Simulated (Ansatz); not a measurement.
## TiTe$_{2}$: from a starting cell to a relaxed one

The start is a relaxed TiTe2 cell, doubled along one cell vector, shaken by Gaussian noise of σ = 0.08 Å a coordinate. The structure is fully relaxed (lattice and positions, P = 0) with PBEsol (plane waves to 420 eV, PAW, scalar-relativistic; Ansatz, a quantum-chemistry and plane-wave program). First-step values are on the input's coarse k-mesh.

Ansatz input (later rounds restart from its end on a renewed k-mesh):
Ansatz 0.2 input:
```yaml
crystal:
  lattice:
    - [0, 4.2593077346, 4.2593077346]
    - [8.5186154692, 0, 8.5186154692]
    - [4.2593077346, 4.2593077346, 0]
  atoms:
    - { symbol: Te, position: [0.1019572834, 0.0742466155, 0.1325495889] }
    - { symbol: Te, position: [0.1176475862, 0.5686864513, 0.1144682238] }
    - { symbol: Te, position: [0.6186290937, 0.0588460078, 0.1448889239] }
    - { symbol: Te, position: [0.62798094, 0.5678342669, 0.131567233] }
    - { symbol: Te, position: [0.1030541002, 0.3139277534, 0.1445260982] }
    - { symbol: Te, position: [0.0756044253, 0.8110217797, 0.1617577888] }
    - { symbol: Te, position: [0.1161454906, 0.0646399448, 0.6099349941] }
    - { symbol: Te, position: [0.1029644521, 0.575742, 0.6500713913] }
    - { symbol: Ti, position: [0.751955435, 0.3657550092, 0.7445334476] }
    - { symbol: Ti, position: [0.7511399186, 0.8719215136, 0.7375482896] }
    - { symbol: Ti, position: [0.4951474376, 0.2476364559, 0.5027181487] }
    - { symbol: Ti, position: [0.493868885, 0.7491394201, 0.4581188281] }
basis: { ecutwfc: 420, ecutrho_ratio: 4, xc_grid: 2, fft_grid_basis: typed }
kpoints: { mp_grid: { grid: [5, 3, 5] } }
hamiltonian:
  xc: pbesol
  dispersion: none
  pseudopotentials: { kind: paw }
scf: { occupations: { method: fermi_dirac, width: 0.05 } }
relax: { f_tol: 0.01, max_steps: 100, cell: { stress_tol: 0.02 } }
output: { forces: true, stress: true }
```

* **Largest initial force**: about 1.9 eV/Å, on Te7 (atoms numbered as listed)
* **Volume change**: -0.3 %, from 25.76 to 25.68 Å³/atom
* **Shortest distances (start → end)**: The closest pairs of elements (up to four, under 3.6 Å), start → end: Te–Ti 3.20 → 2.64 Å; Te–Te 2.80 → 2.85 Å; Ti–Ti 3.55 → 3.09 Å
* **Band gap at the end**: no gap (metallic)
* **Optimiser moves**: 27

It ends as:

```
CELL_PARAMETERS angstrom
      5.41739     0.00000     0.00000
      2.46226     5.74788     0.00000
      2.17752     1.71651     9.89477
ATOMIC_POSITIONS crystal
  Te 0.29861 0.01689 0.11089
  Te 0.97309 0.46154 0.54586
  Te 0.93532 0.71264 0.13387
  Te 0.40700 0.23263 0.70527
  Te 0.62487 0.30776 0.31489
  Te 0.00148 0.85689 0.76720
  Te 0.68122 0.41378 0.93780
  Te 0.40289 0.85366 0.45588
  Ti 0.97084 0.85590 0.34913
  Ti 0.17334 0.44176 0.93619
  Ti 0.12712 0.29589 0.30232
  Ti 0.56239 0.74859 0.71010
```

Final values are on a 10×8×5 k-mesh of the relaxed cell. The relaxed cell holds bonded Te–Te pairs (2.85 Å). No spin polarisation in the result.

The relaxed structure here is a generated cell of TiTe2: the first start was made by placing the elements on the sites of a structure type, and the end was not matched to a known phase here, so it may be hypothetical. Known forms of TiTe2 include space group No. 164.
